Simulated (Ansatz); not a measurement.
BeTe in space group P4_2/mmc (No. 131; Be on 2c, Te on 2e) at seven volumes, PBE (plane waves, PAW; program Ansatz), shape and atoms relaxed at each. One row is withheld.

```
V (Å³/atom)  P (GPa)
-----------  -------
22.313          4.00
23.049          2.58
23.785          1.23
24.520          0.00
25.256             ?
25.991         -1.94
26.727         -2.78
```

Q: Fit the shown pressures and predict the withheld one.

A: P = (3/2)B₀(x^(7/2) − x^(5/2))[1 + (3/4)(B′ − 4)(x − 1)] with x = (V₀/V)^(2/3). Least squares on the six rows gives V₀ = 24.547 Å³/atom, B₀ = 37.0 GPa, B′ = 2.81. At V = 25.256, x = 0.9812 and P = -1.01 GPa. The run itself gave -1.07 GPa.

The cell is a constructed one: a structure type filled with these elements; neither database checked (COD, Materials Project) lists it. COD files the formula under space group No. 216, so this cell is another polymorph or a model. Whether it is the stable phase at ambient conditions was not checked. The PBE relaxation kept the symmetry of its start; its stability against distortions is not shown here. Spin–orbit coupling is left out wherever it is not named.

Potentials: the later of the program's two PAW sets.
